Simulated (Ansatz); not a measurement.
According to DFT-PBEsol in the program Ansatz with PAW potentials, AlCr2C in the hexagonal phase (P6_3/mmc; Al on 2d, Cr on 4f, C on 2a) relaxes to a = 2.812 Å, c = 12.595 Å. Al has 12 nearest neighbours from 2.64 Å (anticuboctahedral); C has 6 nearest neighbours from 1.94 Å (octahedral). Its formation energy from the elements is -0.23 eV/atom, with no fitted shifts.

Electronic character: metallic (no gap).

An equation-of-state fit gives a bulk modulus of 201 GPa. The relaxed-ion elastic constants in GPa are C11 = 389, C12 = 88.1, C13 = 119, C33 = 385, C44 = 144. The elastic constants imply a Debye temperature near 760 K. The highest mode at Γ lies at 698 cm^-1.

Symmetry was held in the PBEsol relaxation; of distortions, only those at the zone centre were tested. No spin polarisation was allowed. As this level gives no gap, shear constants depend on the k-mesh and smearing (Fermi–Dirac, 0.1 eV here). As this level gives no gap, phonon frequencies hold no LO–TO term and depend on the k-mesh and smearing (Fermi–Dirac, 0.1 eV here). On the denser mesh and wider smearing of the elastic run this cell carries a stress of 0.4 GPa. The references are the lowest solids computed at this level, not always the standard phases.

Potentials: the later of the program's two PAW sets.
